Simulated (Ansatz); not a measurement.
Se (diamond, Fd-3m) at seven volumes, DFT-PBEsol in the program Ansatz with PAW potentials, scaled uniformly. One row is withheld.

| V (Å³/atom) | P (GPa) |
|---|---|
| 27.397 | 5.00 |
| 28.300 | ? |
| 29.203 | 1.40 |
| 30.106 | 0.00 |
| 31.010 | -1.22 |
| 31.913 | -2.27 |
| 32.816 | -3.17 |

Q: Fit the shown pressures and predict the withheld one.

A: P = (3/2)B₀(x^(7/2) − x^(5/2))[1 + (3/4)(B′ − 4)(x − 1)] with x = (V₀/V)^(2/3). Least squares on the six rows gives V₀ = 30.101 Å³/atom, B₀ = 43.8 GPa, B′ = 4.10. At V = 28.300, x = 1.0420 and P = 3.07 GPa. The run itself gave 3.04 GPa.

The start of the workflow was typed in or built on a structure type; neither database checked (COD, Materials Project) lists it. It is not the phase usual at ambient conditions (space group No. 152). Symmetry was held in the PBEsol relaxation. At this level the phase is dynamically unstable (imaginary phonons). The volume moved by 22 % from the start of the relaxation.

Potentials: the later of the program's two PAW sets.
